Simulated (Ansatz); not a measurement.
## SiNi₃ at a changed volume — ⁶¹Ni nuclear quadrupole resonance

Cell: a COD entry, relaxed with PBE at fixed cell and then changed (volume scaled by 1.02, ions relaxed).

```
CELL_PARAMETERS angstrom
3.57462 0.00000 0.00000
0.00000 3.57462 0.00000
0.00000 0.00000 3.57462
ATOMIC_POSITIONS crystal
Si 0.00000 0.00000 0.00000
Ni 0.00000 0.50000 0.50000
Ni 0.50000 0.00000 0.50000
Ni 0.50000 0.50000 0.00000
```

Sites (sets of like atoms) are named by element and the number of their first atom in this list.

The numbers come from a DFT calculation in Ansatz (PBE, plane waves and PAW, scalar-relativistic, collinear spin, 420 eV cutoff, Γ-centred 13×13×13 k-points, Fermi–Dirac smearing 0.05 eV). Start moments as typed (μB): 1.5 on each Ni, none on the rest.

⁶¹Ni: I = 3/2, Q = 162.0 mb (year-2017 value). Static lattice, zero field.

Task: Predict the zero-field ⁶¹Ni lines of each site.

Result: For I = 3/2 there is one line, ν = (|C_Q|/2)(1 + η²/3)^½.

```json
{"site": "Ni", "atoms": "2, 3, 4", "V_zz (10²¹ V/m²)": "-4.41", "C_Q (MHz)": "-17.3", "η": "0.00", "line frequencies (MHz)": "8.63"}
```

An axis of threefold or higher order runs through Ni, so V_zz lies along it and η is zero.

With no gap above 0.1 eV, as in a metal, the gradients converge slowly in k; expect changes of a tenth or more on a denser mesh. With these PAW files V_zz is typically within 2 to 3 % of all-electron values, but misses above 10 % occur on Ni. At this changed cell the PBE pressure is -11 GPa. The start moments die out, and the run ends without spin.

The relaxation (1 step) took 16 s of wall time (16 s of CPU time) and 0.6 GiB at its peak, on 1 thread of Intel Xeon 6975P-C (Granite Rapids) (x86_64; 16 cores open to the job, memory cap 3.0 GiB, no GPU), a shared host with a load of 0.1 a core.
